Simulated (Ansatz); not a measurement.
WSe₂, 2H-MoS2 type, relaxed with r2SCAN+rVV10, was run in Ansatz 0.2.0 under altered settings. All numbers are computed, without spin polarisation but where a row says otherwise.

```xyz
6
Lattice="3.2997 0.0000 0.0000 -1.6498 2.8576 0.0000 0.0000 0.0000 13.1487" Properties=species:S:1:pos:R:3 pbc="T T T"
W     0.0000    1.9051    3.2872
W     1.6498    0.9525    9.8615
Se    1.6498    0.9525    4.9526
Se    1.6498    0.9525    1.6218
Se    0.0000    1.9051   11.5269
Se    0.0000    1.9051    8.1961
```

The base run's other keys:
```yaml
kpoints:
  mp_grid: { grid: [6, 6, 2] }
hamiltonian:
  xc: hse06
scf:
  occupations: { method: fixed }
  n_extra_bands: 5
```

It takes 22 iterations with 2479 plane waves at 420 eV and 14 k points, and leaves a mean stress of -0.89 GPa. The gap over this mesh is 1.526 eV.

Outcomes, with energy and stress as changes against the base:

| setting | outcome | ΔF (meV/atom) | Δ mean stress (GPa) | gap on the mesh (eV) | iterations |
| --- | --- | --- | --- | --- | --- |
| PBE hybrid, exx coeff 0.35, omega 0.2078 1/Å | converged | – | -1.6 | 1.734 | 22 |
| PBE hybrid, exx coeff 0.4, omega 0.5 1/Å | converged | – | -0.4 | 1.323 | 23 |
| kpoints.mp_grid.grid: [5, 5, 5] | converged | -0.7 | 0.0 | 1.541 | 21 |
| kpoints.mp_grid.shift: [0.5, 0.5, 0.5] | converged, warned | -0.8 | 0.0 | 1.985 | 22 |

A dash marks a value that wasn't obtained or can't be compared. Stress is positive in compression. Its mean hides that meshes of lower symmetry stress the axes unequally. The base's mesh is coarse for a hybrid, so its own values aren't converged.

- PBE hybrid, exx coeff 0.35, omega 0.2078 1/Å. That is 35 % exact exchange, screened with ω = 0.2078 1/Å, against HSE06's 25 % screened at 0.208 1/Å. The mean stress moves by -1.6 GPa and the gap on the mesh by +0.208 eV (to 1.734). Totals of different functionals aren't comparable.
- PBE hybrid, exx coeff 0.4, omega 0.5 1/Å. That is 40 % exact exchange, screened with ω = 0.5 1/Å, against HSE06's 25 % screened at 0.208 1/Å. The mean stress moves by -0.4 GPa and the gap on the mesh by -0.203 eV (to 1.323). Totals of different functionals aren't comparable.
- kpoints.mp_grid.grid: [5, 5, 5]. The free energy moves by -0.7 meV an atom, the mean stress by 0.0 GPa and the gap on the mesh by +0.015 eV (to 1.541). The mesh is too coarse.
- kpoints.mp_grid.shift: [0.5, 0.5, 0.5]. The free energy moves by -0.8 meV an atom, the mean stress by 0.0 GPa and the gap on the mesh by +0.459 eV (to 1.985). The mesh breaks the crystal's symmetry, so the stress, and any force that symmetry no longer fixes, lose it too. The gap changes mostly because other points are sampled; a mesh that misses a band edge overestimates it. Warned: symmetry narrowed by mesh.

No spin-orbit coupling is included; it can move band edges with weight on the heavy atoms by tenths of an eV.

The stress of a hybrid is loosely converged in these runs.

The meshes of the hybrids are coarse, so their gaps aren't converged to the digits shown.
